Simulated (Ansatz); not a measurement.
Here is the system:

Ga2W:
```cif
data_Ga16W8
_chemical_formula_sum 'Ga16 W8'
_space_group_name_H-M_alt 'Fddd :1'
_space_group_IT_number 70
_space_group_name_Hall 'F 2 2 -1d'
_cell_length_a 4.96964
_cell_length_b 8.34827
_cell_length_c 8.73121
_cell_angle_alpha 90.000
_cell_angle_beta 90.000
_cell_angle_gamma 90.000
loop_
_atom_site_label
_atom_site_type_symbol
_atom_site_symmetry_multiplicity
_atom_site_Wyckoff_symbol
_atom_site_fract_x
_atom_site_fract_y
_atom_site_fract_z
_atom_site_occupancy
Ga1 Ga 16 f 0.00000 0.16599 0.00000 1
W1 W 8 b 0.50000 0.50000 0.50000 1
```
(The calculation used a cell of 6 atoms; values per cell refer to that cell.)

This is the r²SCAN-relaxed structure.

**Question.** All from r²SCAN in the plane-wave PAW code Ansatz, unless another level is named. Estimate the formation energy from the elements (no fitted shifts).

**Answer.** 0.071 eV/atom.

**Question.** Give the density of states at the Fermi level.

**Answer.** 0.33 states/eV per atom (mean over ±0.08 eV).

The start of the workflow was typed in or built on a structure type; neither database checked (COD, Materials Project) lists it. Its standing as an ambient phase is unchecked. Symmetry was held in the r²SCAN relaxation; its stability against distortions is not shown here. The run is not spin-polarised. The references are the lowest solids computed at this level, not always the standard phases. Scalar-relativistic: spin–orbit coupling is off unless named, which matters more the heavier the elements.

Potentials: the later of the program's two PAW sets.
